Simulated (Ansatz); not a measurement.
Relaxation of a randomly generated symmetric cell of Nb (space group No. 194); 2 atoms in the cell, which starts as P6₃/mmc (No. 194), hP2; a = b = 2.8055 Å, c = 6.2892 Å, α = β = 90.00°, γ = 120.00°. All values below come from r2SCAN (plane waves to 500 eV, PAW, scalar-relativistic; Ansatz, a quantum-chemistry and plane-wave program). Γ-centred k-mesh 13×13×5 on the run's cell (coarser than for final values), Fermi–Dirac smearing 0.05 eV. This is the first round of the run. 

The optimiser's lines from the output (shortened; P is positive under compression):

```
relax step   1: F+E_penalty+E_count = -9125.91932153 eV  Δ(F+E_penalty+E_count) = +0.000e0 eV  max|allowed force component| = 9.252e-18 eV/Å  Δτ_max = 0.0000 Å  P = -11.653 GPa  Ω = 42.869 Å³  (6 SCF iters, dr2 threshold 1.00e-7 eV, accepted)
relax step   2: F+E_penalty+E_count = -9126.25480221 eV  Δ(F+E_penalty+E_count) = -3.355e-1 eV  max|allowed force component| = 1.850e-17 eV/Å  Δτ_max = 0.0000 Å  P = -7.168 GPa  Ω = 40.299 Å³  (6 SCF iters, dr2 threshold 2.00e-7 eV, accepted)
relax step   3: F+E_penalty+E_count = -9126.50468205 eV  Δ(F+E_penalty+E_count) = -2.499e-1 eV  max|allowed force component| = 8.095e-18 eV/Å  Δτ_max = 0.0000 Å  P = -3.234 GPa  Ω = 38.420 Å³  (6 SCF iters, dr2 threshold 2.00e-7 eV, accepted)
relax step   4: F+E_penalty+E_count = -9126.64259922 eV  Δ(F+E_penalty+E_count) = -1.379e-1 eV  max|allowed force component| = 2.371e-17 eV/Å  Δτ_max = 0.0000 Å  P = +0.185 GPa  Ω = 37.152 Å³  (7 SCF iters, dr2 threshold 2.00e-7 eV, accepted)
relax step   5: F+E_penalty+E_count = -9126.65523913 eV  Δ(F+E_penalty+E_count) = -1.264e-2 eV  max|allowed force component| = 1.272e-17 eV/Å  Δτ_max = 0.0000 Å  P = -0.375 GPa  Ω = 37.208 Å³  (6 SCF iters, dr2 threshold 2.00e-7 eV, accepted)
relax step   6: F+E_penalty+E_count = -9126.65541442 eV  Δ(F+E_penalty+E_count) = -1.753e-4 eV  max|allowed force component| = 9.252e-18 eV/Å  Δτ_max = 0.0000 Å  P = -0.004 GPa  Ω = 37.123 Å³  (4 SCF iters, dr2 threshold 2.00e-7 eV, accepted)
relax step   7: F+E_penalty+E_count = -9126.65333198 eV  Δ(F+E_penalty+E_count) = +2.082e-3 eV  max|allowed force component| = 6.939e-18 eV/Å  Δτ_max = 0.0000 Å  P = -0.020 GPa  Ω = 37.123 Å³  stress off target by 6.65e-2 GPa  SCF on the basis re-selected at this cell (its energy is not comparable with the rows above)  (6 SCF iters)
relax step   8: F+E_penalty+E_count = -9126.65333780 eV  Δ(F+E_penalty+E_count) = -5.824e-6 eV  max|allowed force component| = 1.850e-17 eV/Å  Δτ_max = 0.0000 Å  P = -0.001 GPa  Ω = 37.118 Å³  (4 SCF iters, dr2 threshold 1.11e-8 eV, accepted)
relax step   9: F+E_penalty+E_count = -9126.65333766 eV  Δ(F+E_penalty+E_count) = +1.421e-7 eV  max|allowed force component| = 1.503e-17 eV/Å  Δτ_max = 0.0000 Å  P = -0.001 GPa  Ω = 37.118 Å³  stress off target by 2.41e-3 GPa  SCF on the basis re-selected at this cell (its energy is not comparable with the rows above)  (5 SCF iters)
```

From the first to the last row the energy changes by -0.37 eV/atom and the volume by -13.4 %. The last row is marked as not comparable with the walk above it, whose basis was carried along; it does compare with step 1, since both stand on a basis selected at the nominal cutoff for their own cell.

Later rounds, restarted from the end of this one on a renewed k-mesh, logged 12 more steps and released under 0.01 eV/atom more. The final structure after all rounds: P6₃/mmc (No. 194), hP2, hcp (Mg type); a = b = 2.8586 Å, c = 5.2458 Å, α = β = 90.00°, γ = 120.00°. Between re-selections the logged energies stand on a plane-wave basis carried along with the cell. No spin polarisation in the result.

The run could not lower the symmetry of its start; a shaken copy of this end point relaxes with r2SCAN to Im-3m (No. 229), 0.31 eV/atom lower.

The relaxed structure here is a generated cell of Nb: the first start was made by a random draw of sites in a space group, and the end was not matched to a known phase here, so it may be hypothetical. Known forms of Nb include space group No. 229.
